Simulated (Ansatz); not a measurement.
# Pt (Fm-3m), clamped-ion strain scan

Computed with DFT LDA, scalar-relativistic, plane waves, PAW in Ansatz. Settings: plane waves to 420 eV, k-mesh 20×20×20 (Γ-centred), Gaussian smearing 0.15 eV. Spin–orbit coupling is left out, which can shift energies with elements as heavy as these. No spin polarisation. Energies are free energies at this smearing, counted from the undisturbed cell; pressure is positive in compression.

The starting cell (as given, not relaxed at this level; it stands at -4.9 GPa):

```yaml
crystal:
  lattice:
    - [0.00000, 1.95790, 1.95790]
    - [1.95790, 0.00000, 1.95790]
    - [1.95790, 1.95790, 0.00000]
  atoms:
    - { symbol: Pt, position: [0.00000, 0.00000, 0.00000] }
```

The cell is strained by ε times the Voigt pattern (0, 0, 0, 0, 0, 1) (xx, yy, zz, yz, xz, xy; engineering shear) with fractional coordinates fixed. The cell is metallic on the mesh throughout.

Q: Over the sampled range (-0.0600 to 0.0450), is the undisturbed cell the lowest point?

A: Yes, every other sampled point lies higher.

The scan:

```tsv
ε	ΔE (meV/atom)
-0.0600	12.8
-0.0300	3.1
0.0000	0.0
0.0450	7.0
```